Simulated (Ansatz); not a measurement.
# Bi2B2Ru: relaxation (Ansatz)

Run with:

```bash
ansatz run input.yaml --threads 2 --pin off --max-ram 2560MiB --backend cpu --events-out ev --progress --plain --runs-dir out
```

The input file (Ansatz 0.2.0, plane waves):

```yaml
crystal:
  lattice:
    - [0.770442, -3.598385, 0.0]
    - [0.770442, -1.716713, -3.162484]
    - [8.018, 3.598385, 0.0]
  atoms:
    - { symbol: Ru, position: [0.0, 0.0, 0.0] }
    - { symbol: Bi, position: [0.784, 0.608, 0.176] }
    - { symbol: Bi, position: [0.216, 0.392, 0.824] }
    - { symbol: B, position: [0.576, 0.212, 0.364] }
    - { symbol: B, position: [0.424, 0.788, 0.636] }
  symmetry: { tolerance: 0.0003 }
kpoints:
  mp_grid: { grid: [6, 6, 6], shift: [0, 0, 0] }
magnetization:
  spin_polarized: false
scf:
  occupations: { method: fermi_dirac, width: 0.0113 }
  lower_state_search: "off"
hamiltonian:
  pseudopotentials: { kind: paw }
  xc: pbesol
basis:
  ecutwfc: 420
  fft_grid_basis: typed
relax:
  max_steps: 40
  cell: { p_target: 5.0 }
output:
  forces: true
  stress: true
  eigenvalues: true
  bader: true
  populations: true
  elf: true
  write_potential: true
  volumetric_format: npy
  dos:
    e_range: [-12, 8]
    de: 0.05
    projected: { site_lists: { B: [B], Bi: [Bi], Ru: [Ru] } }
checkpoint:
  read: saved_state
```

Origin of the cell: a known structure type with other elements, at an estimated volume, so it need not be a known compound.

The saved state is a converged single point of the same cell.

Output (shortened):

```
Warning: crystal.lattice misses the space group found at crystal.symmetry.tolerance 3.0e-4 in a digit that the deck types, which is why this is a warning: making the lattice exact moves one o […]
Pseudopotentials: kind: paw
Pseudopotential: Ru, paw, valence charge 16, recommended cutoff 420 eV (normal), Ru.paw.azcp
Pseudopotential: Bi, paw, valence charge 15, recommended cutoff 420 eV (normal), Bi.paw.azcp
Pseudopotential: B, paw, valence charge 3, recommended cutoff 420 eV (normal), B.paw.azcp
Functional definition: PBEsol
  exchange = pbesol_x
  correlation = pbesol_c
Crystal: 5 atoms, lattice volume = 100.011 Å³
Basis set: ecut = 420 eV, 1955 PW (Γ), exchange–correlation on 50×50×120 points (8 copies of the dense FFT grid, shifted against one another)
Bands: 32, of which v1, the nominal top of the filled ones, is band 26 counted from 1 (25 counted from 0)
Symmetry: 12 space group operations
Space group: R-3m (ITA 166), of the structure as read, at distance tolerance 1.4e-3 Å
[… 11 lines left out …]
Initial density: read from a saved state, or passed on in memory by an earlier SCF of this step, an earlier step, the calling program or the single point that the run made first
Functional: x = pbesol(κ = 0.804, μ = 0.123457), c = pbesol(β = 0.046)
SCF iter   1: F=—  HF=-30596.817052 eV  Δρ=2.65e-3  dr2=2.31e-2
SCF iter   2: F=—  HF=-30596.815888 eV  Δρ=1.32e-3  dr2=7.34e-3
SCF iter   3: F=—  HF=-30596.815275 eV  Δρ=2.52e-4  dr2=3.26e-4
SCF iter   4: F=—  HF=-30596.815236 eV  Δρ=1.05e-4  dr2=2.36e-5
SCF iter   5: F=—  HF=-30596.815284 eV  Δρ=2.65e-5  dr2=1.75e-6
SCF iter   6: F=—  HF=-30596.815284 eV  Δρ=9.29e-6  dr2=1.48e-7
SCF iter   7: F=-30596.815284 eV  HF=-30596.815284 eV  Δρ=3.25e-6  dr2=2.44e-8
relax step   1: F+E_penalty+E_count = -30596.815284 eV  Δ(F+E_penalty+E_count) = +0.000e0 eV  max|allowed force component| = 3.126e0 eV/Å  Δτ_max = 0.0000 Å  P = +3.914 GPa  Ω = 100.011 Å³  ( […]
relax step   2: F+E_penalty+E_count = -30597.790024 eV  Δ(F+E_penalty+E_count) = -9.747e-1 eV  max|allowed force component| = 1.777e0 eV/Å  Δτ_max = 0.1948 Å  P = -1.389 GPa  Ω = 97.941 Å³  e […]
relax step   3: F+E_penalty+E_count = -30598.315521 eV  Δ(F+E_penalty+E_count) = -5.255e-1 eV  max|allowed force component| = 1.189e0 eV/Å  Δτ_max = 0.1949 Å  P = +2.892 GPa  Ω = 88.981 Å³  e […]
relax step   4: F+E_penalty+E_count = -30598.886209 eV  Δ(F+E_penalty+E_count) = -5.707e-1 eV  max|allowed force component| = 1.707e0 eV/Å  Δτ_max = 0.1950 Å  P = +2.897 GPa  Ω = 84.153 Å³  e […]
relax step   5: F+E_penalty+E_count = -30599.590379 eV  Δ(F+E_penalty+E_count) = -7.042e-1 eV  max|allowed force component| = 2.211e0 eV/Å  Δτ_max = 0.1967 Å  P = +3.116 GPa  Ω = 80.065 Å³  e […]
relax step   6: F+E_penalty+E_count = -30600.429166 eV  Δ(F+E_penalty+E_count) = -8.388e-1 eV  max|allowed force component| = 2.266e0 eV/Å  Δτ_max = 0.1984 Å  P = +5.253 GPa  Ω = 76.647 Å³  e […]
relax step   7: F+E_penalty+E_count = -30601.479270 eV  Δ(F+E_penalty+E_count) = -1.050e0 eV  max|allowed force component| = 2.017e0 eV/Å  Δτ_max = 0.1955 Å  P = +5.749 GPa  Ω = 75.704 Å³  en […]
relax step   8: F+E_penalty+E_count = -30602.174074 eV  Δ(F+E_penalty+E_count) = -6.948e-1 eV  max|allowed force component| = 6.169e-1 eV/Å  Δτ_max = 0.1950 Å  P = +6.901 GPa  Ω = 75.343 Å³ […]
relax step   9: F+E_penalty+E_count = -30602.452100 eV  Δ(F+E_penalty+E_count) = -2.780e-1 eV  max|allowed force component| = 2.698e-1 eV/Å  Δτ_max = 0.0965 Å  P = +5.606 GPa  Ω = 76.891 Å³ […]
relax step  10: F+E_penalty+E_count = -30602.472998 eV  Δ(F+E_penalty+E_count) = -2.090e-2 eV  max|allowed force component| = 9.755e-2 eV/Å  Δτ_max = 0.0151 Å  P = +5.857 GPa  Ω = 76.574 Å³ […]
relax step  11: F+E_penalty+E_count = -30602.489448 eV  Δ(F+E_penalty+E_count) = -1.645e-2 eV  max|allowed force component| = 1.732e-1 eV/Å  Δτ_max = 0.0246 Å  P = +4.520 GPa  Ω = 77.137 Å³ […]
relax step  12: F+E_penalty+E_count = -30602.486644 eV  Δ(F+E_penalty+E_count) = -1.365e-2 eV  max|allowed force component| = 2.665e-3 eV/Å  Δτ_max = 0.0089 Å  P = +5.007 GPa  Ω = 76.943 Å³ […]
relax step  13: F+E_penalty+E_count = -30602.481290 eV  Δ(F+E_penalty+E_count) = +5.355e-3 eV  max|allowed force component| = 2.574e-3 eV/Å  Δτ_max = 0.0000 Å  P = +4.974 GPa  Ω = 76.943 Å³  stress off target by 3.67e-2 GPa […]
SCF 13 converged in 6 iterations: F = -30602.481290 eV  dr2 = 2.16e-12
basis re-selected at this cell: Δ(F+E_penalty+E_count) = +5.355e-3 eV, ΔP = -0.033 GPa vs the last step (what re-selecting the basis moved, of the pressure what is left beyond the Pulay corre […]
SCF converged after 6 iterations
Free energy (F): -30602.481290 eV
Harris-Foulkes:  -30602.481290 eV  (|F-HF|=1.82e-11)
Internal energy: -30602.480521 eV  (E = F + TS)
E sigma→0 (E₀):  -30602.480906 eV
Entropy (-TS):   -0.000768 eV (-0.154 meV/atom)
Fermi energy:    15.752266 eV
--- Per-component energies (eV) ---
  E_band       = -150.727587
  E_kinetic    = 1218.984189
  E_local      = -5033.997400  (includes V_loc(G=0)·N_el)
  E_nonlocal   = 1499.584869
  E_hartree    = 1787.704787
  E_xc         = -555.315277
  E_vxc        = -605.060587  (∫ρ·V_xc dr)
  E_paw        = -24571.985075  (= ΣΔE_a)
  E_vpaw       = -805.647076  (= ΣTr[D̂ρ^β])
  E_aug_tail   = -0.001102  (compensation charges beyond the density's cutoff)
  E_ewald      = -4947.917734
  E_core_change = 0.462222  (= ΣΔE_core)
  E_smearing   = -0.000768  (= −TS)
  Σ components = -30602.481290   (vs F -30602.481290, Δ=0.00e0)
--- Forces (eV/Å), atoms counted from 1 ---
  atom   1  Ru     0.000000     0.000000    -0.000000
  atom   2  Bi    -0.002574    -0.000551    -0.000328
  atom   3  Bi     0.002574     0.000551     0.000328
  atom   4  B     -0.000279    -0.000060    -0.000036
  atom   5  B      0.000279     0.000060     0.000036
  max |Σ_I F_I| component: 1.30e-16 eV/Å
--- Stress (GPa, compression-positive) ---
        4.992832       0.006324       0.003763
        0.006324       4.964648       0.000806
        0.003763       0.000806       4.963773
  P = ⅓ Tr σ = 4.9738 GPa (49.738 kbar)
--- Relaxed structure (12 steps of the walk, 11 accepted, 1 SCFs on fresh bases) ---
  F+E_penalty+E_count = -30602.481290 eV   max|allowed force component| = 2.574e-3 eV/Å   (the final SCF, on the basis selected at the relaxed cell)
  cell:  # Å, volume = 76.9434 Å³
    - [0.669957, -3.129069, -3.963e-7]
    - [0.669957, -1.492813, -2.750015]
    - [8.195821, 3.391044, 0.155875]
  atoms:
    - { symbol: Ru, position: [-7.200e-19, -6.582e-19, -1.684e-18] }
    - { symbol: Bi, position: [0.826106, 0.586947, 0.239159] }
    - { symbol: Bi, position: [0.173894, 0.413053, 0.760841] }
    - { symbol: B, position: [0.663813, 0.168094, 0.495719] }
    - { symbol: B, position: [0.336187, 0.831906, 0.504281] }
--- Löwdin populations: 5 sites ---
  site symbol       q [e]
     0     Ru     16.1162
     1     Bi     14.4961
     2     Bi     14.4961
     3      B      3.3281
     4      B      3.3281
  spilling = 0.004528 (of n_electrons = 52.000000)
--- Bader charges: 5 sites ---
  site symbol  charge [e]  shift [e]
     0     Ru     -0.4190     0.0000
     1     Bi      0.4559     0.0000
     2     Bi      0.4559     0.0000
     3      B     -0.2464     0.0000
     4      B     -0.2464     0.0000
  estimated error of the sums over rays = 5.3e-4 e
```

The starting structure.

Space group R-3m (No. 166); the run's cell has a = 3.680 Å, b = 3.680 Å, c = 8.788 Å, α = 90.00°, β = 102.09°, γ = 60.00°. Shortest distances: Bi–Ru 2.60 Å, B–Bi 2.66 Å, B–B 3.15 Å.

After:

Space group R-3m (No. 166); the run's cell has a = 3.200 Å, b = 3.200 Å, c = 8.871 Å, α = 90.00°, β = 100.39°, γ = 60.00°. Shortest distances: B–B 1.85 Å, Bi–Ru 2.78 Å, B–Bi 2.89 Å, Ru–Ru 3.20 Å, Bi–Bi 3.20 Å.

- Enthalpy lowered by: 1277.2 meV/atom
- Volume change: -23.07 %
- Final pressure: 4.97 GPa
- Relaxation steps listed: 13
- Gap on the mesh: none (metal)

Caveats: no moments, though an odd count or open d shells may carry them; no spin-orbit coupling, though heavy elements are present; the k mesh is coarse if the cell is a metal; the relaxation held the start's symmetry, so the end may be a saddle point.

It ran for 120 s on 2 threads of Arm Neoverse N1, on a shared host, peak memory 0.46 GiB, from a saved density.
